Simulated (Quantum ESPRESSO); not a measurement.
Electric field gradients in CsPbIBr2 (changed cell)

```
CELL_PARAMETERS angstrom
      5.98037     0.00000     0.00000
      0.00000     5.98037     0.00000
      0.00000     0.00000     6.45234
ATOMIC_POSITIONS crystal
  Cs 0.00000 0.00000 0.00000
  Pb 0.50000 0.50000 0.50000
  I  0.50000 0.50000 0.00000
  Br 0.00000 0.50000 0.50000
  Br 0.50000 0.00000 0.50000
```
The cell was made here from a computed Materials Project entry: one of 3 Br replaced by I, cell and atoms relaxed (PBE without dispersion, pw.x of a modified build of Quantum ESPRESSO, symmetry kept). The parent is CsPbBr3 in Pm-3m. The swapped cell is a model, not a known phase. Stability against distortions was not tested.

Principal values are ordered |Vxx| ≤ |Vyy| ≤ |Vzz|, η = (Vxx − Vyy)/Vzz, and C_Q = eQVzz/h is given by its size. Cores are frozen. Against all-electron runs on small test molecules, this scheme's |Vzz| missed by −5 % on Br. Cs, I had no test against all-electron runs. Spin–orbit coupling is left out, a limit on Cs, I.

Quadrupole moments taken as inputs (sizes, barn, from the tables of PySCF and pymatgen): ¹³³Cs 0.00343, ¹²⁷I 0.696, ⁷⁹Br 0.313.

Question: What do the calculations give at each independent site (field gradients by PBE PAW (JTH datasets; density from pw.x of Quantum ESPRESSO, gradients reconstructed from it by a script), 20 Ha, k-mesh 4×4×4 through Γ)?

Answer: 
| site | site symmetry | Vzz (a.u.) | η_Q | ∣C_Q∣ (MHz) |
|---|---|---|---|---|
| Cs (atom 1) | 4/mmm | 0.065 | 0.00 | 0.052 (¹³³Cs) |
| Pb (atom 2) | 4/mmm | under 0.02 | – | – |
| I (atom 3) | 4/mmm | 3.078 | 0.00 | 503 (¹²⁷I) |
| Br (atoms 4, 5) | mmm | 2.181 | 0.08 | 160 (⁷⁹Br) |
